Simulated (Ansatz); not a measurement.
Theory: Ansatz 0.2.0, DFT, LDA (PW92), plane waves (420 eV) with PAW, scalar-relativistic. The PAW files were generated under PBE, with cores re-solved for the functional.

An element in the dhcp structure gives this curve. The cell is scaled uniformly from the relaxed one, with fractional coordinates and shape fixed. Energies are extrapolated to zero smearing, pressures are those at the given smearing. Magnetic state: non-magnetic.

```tsv
V (Å³/atom)	E − E₀ (meV/atom)	P (GPa)
9.806	169.6	45.50
10.251	69.7	27.14
10.697	15.9	12.17
11.143	0.0	-0.06
11.588	14.8	-10.02
12.034	54.7	-18.14
12.480	115.0	-24.72
```

Question: Which element is it?
A. zinc
B. manganese
C. chromium
D. vanadium

Answer: C. Its fit is V₀ = 11.14 Å³/atom, B₀ = 276 GPa, B₀′ = 4.1.
